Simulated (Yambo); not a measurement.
G0W0@PBEsol for Mg3ZnO4 (space group P4/mmm, No. 123) in Yambo. Reference settings: 4×4×2 Γ-centred k mesh, bands 8 to 166 and a 8 Ry block in the screening, 166 bands in G with the Bruneval-Gonze terminator, plasmon pole fitted at 27.2 eV. The PBEsol gap X → Γ on this mesh is 2.44 eV; G0W0 gaps are taken between the same points.

The settings were changed. The gap went from 4.32 eV to 4.12 eV, and the shift of the valence edge from -1.01 eV to -0.31 eV.

Problem. Name the change that produced these shifts.
A) 114 bands in W, 114 bands in G
B) 1 Ry block
C) 114 bands in G, no terminator
D) 74 bands in G, no terminator

Solution. D, 74 bands in G, no terminator. The others gave (gap, valence shift): 114 bands in W, 114 bands in G: 4.41, -0.98 eV; 114 bands in G, no terminator: 4.17, -0.60 eV; 1 Ry block: 5.83, -2.06 eV.

Geometry of the Materials Project entry, not relaxed at this level; primitive cell a = 3.026 Å, b = 3.026 Å, c = 8.553 Å, α = 90.00°, β = 90.00°, γ = 90.00°.

The structure is a Materials Project entry; no match was found in the copy of COD used, and its stability was not checked.

A shift is the quasiparticle energy of the state minus its PBEsol energy.
